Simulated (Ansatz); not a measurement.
Al: two-dimensional strain map

The calculation used DFT PBEsol, scalar-relativistic, plane waves, PAW in Ansatz. Cutoff 420 eV, Γ-centred 20×20×20 k-points, Gaussian smearing of 0.15 eV. No spin polarisation. Energies are free energies at this smearing, counted from the undisturbed cell; pressure is positive in compression.

The starting cell (as given, not relaxed at this level; it stands at -1.9 GPa):

```
Al
1.0
     0.00000    2.02398    2.02398
     2.02398    0.00000    2.02398
     2.02398    2.02398    0.00000
Al
1
Direct
  0.00000 0.00000 0.00000
```

The cell is strained by p along both x and y and by q along z, fractional coordinates fixed. Points are written (p, q).

p was sampled at -0.050, -0.025, 0.000, 0.025, 0.050 and q at -0.050, -0.025, 0.000, 0.025, 0.050.

Where on the computed points is the energy highest, and how high?

At (0.050, 0.050): 101.2 meV/atom.

Away from (0, 0), which computed point is lowest?

(0.000, -0.025): -2.1 meV/atom.

The map, in meV/atom:

| p \ q | -0.050 | -0.025 | 0.000 | 0.025 | 0.050 |
| --- | --- | --- | --- | --- | --- |
| -0.050 | 74.0 | 46.8 | 30.3 | 23.6 | 24.7 |
| -0.025 | 24.6 | 8.6 | 1.1 | 1.9 | 9.5 |
| 0.000 | 4.5 | -2.1 | 0.0 | 7.9 | 21.9 |
| 0.025 | 8.1 | 9.4 | 18.8 | 34.4 | 54.3 |
| 0.050 | 28.9 | 39.2 | 54.8 | 75.9 | 101.2 |